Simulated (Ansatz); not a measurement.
Relaxed-ion elastic tensor of CrN in space group P-6m2 (No. 187; Cr on 1f, N on 1c) in GPa (Voigt order), the program Ansatz at the PBEsol level (PAW); density 7.03 g/cm³, 7.80 Å³ per atom.

|  | 1 | 2 | 3 | 4 | 5 | 6 |
|---|---|---|---|---|---|---|
| 1 | 737 | 185 | 171 | 0.0 | 0.0 | 0.0 |
| 2 | 185 | 737 | 171 | 0.0 | 0.0 | 0.0 |
| 3 | 171 | 171 | 1010 | 0.0 | 0.0 | 0.0 |
| 4 | 0.0 | 0.0 | 0.0 | 197 | 0.0 | 0.0 |
| 5 | 0.0 | 0.0 | 0.0 | 0.0 | 197 | 0.0 |
| 6 | 0.0 | 0.0 | 0.0 | 0.0 | 0.0 | 276 |

Problem. Is the crystal mechanically stable?

Solution. Yes: the smallest eigenvalue of C is 197 GPa.

Problem. Work out the Voigt, Reuss and Hill averages.

Solution. K_V = 392, K_R = 386, K_H = 389; G_V = 264, G_R = 249, G_H = 256 GPa.

Problem. Give Young's modulus, Poisson's ratio, Pugh's ratio and the universal anisotropy index.

Solution. E = 9KG/(3K + G) = 631 GPa; ν = 0.23; K/G = 1.52 (brittle by the Pugh limit of 1.75); A_U = 5G_V/G_R + K_V/K_R − 6 = 0.33.

Problem. Estimate the sound speeds and the Debye temperature.

Solution. v_l = √((K + 4G/3)/ρ) = 10200 m/s, v_t = √(G/ρ) = 6040 m/s, mean 6690 m/s; Θ = (h/k)(3n/4πV)^(1/3) v_m = 1000 K.

Problem. Solve the Christoffel equation for the three sound speeds along x, y, z.

Solution. Eigenvalues of C_ijkl n_j n_l equal ρv². In km/s, slowest first: x 5.30, 6.26, 10.24; y 5.30, 6.26, 10.24; z 5.30, 5.30, 11.96.

Problem. How much does each axis shrink under pressure?

Solution. Linear compressibilities β_i = Σ_j S_ij (j = 1 to 3): x 0.96, y 0.96, z 0.67 per TPa.

The workflow started from a Materials Project entry (that database holds measured and hypothetical structures alike); the Crystallography Open Database copy checked does not list it. COD files the formula under space group No. 225, so this cell is another polymorph or a model. Whether it is the stable phase at ambient conditions was not checked. The cell was relaxed with PBEsol under the symmetry of its start; of distortions, only those at the zone centre were tested. The workflow began spin-polarised and lost its moments. The cell computed holds one magnetic atom, so no antiferromagnetic order was within reach. As this level gives no gap, shear constants depend on the k-mesh and smearing (Fermi–Dirac, 0.1 eV here). On the denser mesh and wider smearing of the elastic run this cell carries a stress of 0.7 GPa.

Potentials: the later of the program's two PAW sets.
